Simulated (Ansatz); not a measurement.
**Guessed and relaxed cells of Tl₄Sn₃**

The guess for Tl₄Sn₃ was made by a generator: random cell by space group and Wyckoff sites (P6/mmm, No. 191). The dimensions are guesses.

start.xyz

```xyz
7
Lattice="5.6688 0.0000 0.0000 -2.8344 4.9093 0.0000 0.0000 0.0000 9.1342" Properties=species:S:1:pos:R:3 pbc="T T T"
Tl    0.0000    3.2729    7.0114
Tl    0.0000    3.2729    2.1228
Tl    2.8344    1.6364    2.1228
Tl    2.8344    1.6364    7.0114
Sn    2.8344    0.0000    4.5671
Sn   -1.4172    2.4547    4.5671
Sn    1.4172    2.4547    4.5671
```

Computed with Ansatz 0.2.0, DFT PBE, scalar-relativistic, plane waves, PAW. Cutoff 420 eV, Gaussian smearing, Γ-centred meshes. Cell and atoms relax first on a coarse mesh and then on a finer one. In between, the cell is made exact in the group found at 0.06 Å. In metals the finer mesh still leaves noise of several meV/atom or more. The steps can't lower the symmetry of their start. No spin polarisation.

end.xyz

```xyz
7
Lattice="6.3397 0.0000 0.0000 -3.1699 5.4904 0.0000 0.0000 0.0000 8.6642" Properties=species:S:1:pos:R:3 pbc="T T T"
Tl    0.0000    3.6602    7.0181
Tl    0.0000    3.6602    1.6461
Tl    3.1699    1.8301    1.6461
Tl    3.1699    1.8301    7.0181
Sn    3.1699    0.0000    4.3321
Sn   -1.5849    2.7452    4.3321
Sn    1.5849    2.7452    4.3321
```

The symmetry stays P6/mmm (No. 191). The volume per atom grows by 18.6 %, from 36.3 to 43.1 Å³. The shortest distance goes from 2.83 Å (Sn–Sn) to 3.17 Å (Sn–Sn). The ratio c/a of the conventional cell changes by a factor of 0.85. The energy falls by about 0.37 eV/atom (the start's value is from the coarse mesh).

| Quantity | Value |
| --- | --- |
| Volume per atom | 43.08 Å³ |
| Density | 6.46 g/cm³ |
| Energy over the elements | +0.21 eV/atom |
| Gap on the 6×6×6 mesh of the 7-atom cell | 0 eV (a metal) |

Formation energies are uncorrected and refer to the elements' standard structures at the same level. The references include grey tin. A positive value: parting into the elements would lower its energy.

The last run used Gaussian smearing of 0.10 eV. Spin–orbit coupling, which can matter for Tl, is left out. A structure relaxed within its symmetry needn't be a true minimum. In all, the 4 runs took 4.3 min on 1 thread of Intel(R) Xeon(R) CPU @ 2.80GHz (Skylake/Cascade Lake), on a shared host.
